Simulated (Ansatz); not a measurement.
The relaxed structure here is a generated cell of SiMo2: the first start was made by placing the elements on the sites of a structure type, and the end was not matched to a known phase here, so it may be hypothetical.

Relaxation of a generated cell, SiMo2 placed in the AFLOW prototype A2B_tP6_136_f_a (C4, as in TiO2); 6 atoms in the cell, which starts as P4₂/mnm (No. 136), tP6; a = b = 5.256 Å, c = 3.385 Å, α = β = γ = 90.00°. These are r2SCAN (plane waves to 500 eV, PAW, scalar-relativistic; Ansatz, a first-principles code) values and carry that method's errors. Γ-centred k-mesh 5×5×7 on the run's cell (coarser than for final values), Fermi–Dirac smearing 0.05 eV. This is the first round of the run. 

The optimiser's lines from the output (shortened; P is positive under compression):

```
relax step   1: F+E_penalty+E_count = -21141.93492408 eV  Δ(F+E_penalty+E_count) = +0.000e0 eV  max|allowed force component| = 1.465e0 eV/Å  Δτ_max = 0.0000 Å  P = +28.753 GPa  Ω = 93.519 Å³  (7 SCF iters, dr2 threshold 1.00e-7 eV, accepted)
relax step   2: F+E_penalty+E_count = -21143.14696066 eV  Δ(F+E_penalty+E_count) = -1.212e0 eV  max|allowed force component| = 4.751e-2 eV/Å  Δτ_max = 0.0598 Å  P = +2.282 GPa  Ω = 104.259 Å³  (7 SCF iters, dr2 threshold 6.00e-7 eV, accepted)
relax step   3: F+E_penalty+E_count = -21143.18477105 eV  Δ(F+E_penalty+E_count) = -3.781e-2 eV  max|allowed force component| = 5.687e-2 eV/Å  Δτ_max = 0.0174 Å  P = +0.506 GPa  Ω = 105.130 Å³  (6 SCF iters, dr2 threshold 6.00e-7 eV, accepted)
relax step   4: F+E_penalty+E_count = -21143.19549964 eV  Δ(F+E_penalty+E_count) = -1.073e-2 eV  max|allowed force component| = 3.086e-2 eV/Å  Δτ_max = 0.0100 Å  P = -0.058 GPa  Ω = 105.371 Å³  (6 SCF iters, dr2 threshold 6.00e-7 eV, accepted)
relax step   5: F+E_penalty+E_count = -21143.19594231 eV  Δ(F+E_penalty+E_count) = -4.427e-4 eV  max|allowed force component| = 2.224e-3 eV/Å  Δτ_max = 0.0006 Å  P = +0.014 GPa  Ω = 105.325 Å³  (4 SCF iters, dr2 threshold 3.56e-7 eV, accepted)
relax step   6: F+E_penalty+E_count = -21143.20024039 eV  Δ(F+E_penalty+E_count) = -4.298e-3 eV  max|allowed force component| = 2.187e-3 eV/Å  Δτ_max = 0.0000 Å  P = +0.024 GPa  Ω = 105.325 Å³  stress off target by 3.11e-2 GPa  SCF on the basis re-selected at this cell (its energy is not comparable with the rows above)  (7 SCF iters)
relax step   7: F+E_penalty+E_count = -21143.20023634 eV  Δ(F+E_penalty+E_count) = +4.046e-6 eV  max|allowed force component| = 5.685e-5 eV/Å  Δτ_max = 0.0001 Å  P = -0.006 GPa  Ω = 105.346 Å³  (4 SCF iters, dr2 threshold 2.42e-9 eV, accepted)
relax step   8: F+E_penalty+E_count = -21143.20024609 eV  Δ(F+E_penalty+E_count) = -9.746e-6 eV  max|allowed force component| = 5.584e-5 eV/Å  Δτ_max = 0.0000 Å  P = -0.006 GPa  Ω = 105.346 Å³  stress off target by 6.51e-3 GPa  SCF on the basis re-selected at this cell (its energy is not comparable with the rows above)  (5 SCF iters)
```

From the first to the last row the energy changes by -0.21 eV/atom and the volume by +12.6 %. The last row is marked as not comparable with the walk above it, whose basis was carried along; it does compare with step 1, since both stand on a basis selected at the nominal cutoff for their own cell.

Later rounds, restarted from the end of this one on a renewed k-mesh, logged 9 more steps and released under 0.01 eV/atom more. The final structure after all rounds: P4₂/mnm (No. 136), tP6, rutile type; a = b = 5.642 Å, c = 3.307 Å, α = β = γ = 90.00°. Between re-selections the logged energies stand on a plane-wave basis carried along with the cell. No spin polarisation in the result.

The run could not lose the symmetry of its start, so the end can be a saddle point.
